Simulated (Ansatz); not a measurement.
**Two states of TiClO**

```
CELL_PARAMETERS angstrom
3.84549 0.00000 0.00000
0.00000 3.41382 0.00000
0.00000 0.00000 8.17142
ATOMIC_POSITIONS crystal
O 0.75000 0.75000 0.94460
O 0.25000 0.25000 0.05540
Cl 0.25000 0.25000 0.66804
Cl 0.75000 0.75000 0.33196
Ti 0.25000 0.75000 0.88068
Ti 0.75000 0.25000 0.11932
```

The numbers come from plane-wave PAW DFT (Ansatz): r2SCAN, with U_eff = 1.12 eV on Ti d (all-electron-ortho-atomic projectors), 500 eV, 6×6×3 Γ-centred k points, cold occupations (width 0.0809 eV). Nothing was relaxed.

State A: Ti5 up, Ti6 down (collinear spin). State B: Ti5 up, Ti6 up (collinear spin).

**Question.** Compare the two self-consistent states.

**Answer.** They are level within 1 meV an atom.

| state | free energy (meV/atom) | largest moment in a small sphere (μB) | net moment (μB/cell) | gap on mesh (eV) | pressure (GPa) | largest force (eV/Å) |
| --- | --- | --- | --- | --- | --- | --- |
| A | 0.9 | 0.71 | 0.00 | 1.24 | -2.9 | 0.33 |
| B | 0.0 | 0.71 | 2.00 | 1.03 | -2.9 | 0.33 |

Origin: a database entry at a rescaled volume. Caveats: an odd or shifted mesh can miss the band edges, so this level's true gap may be smaller.
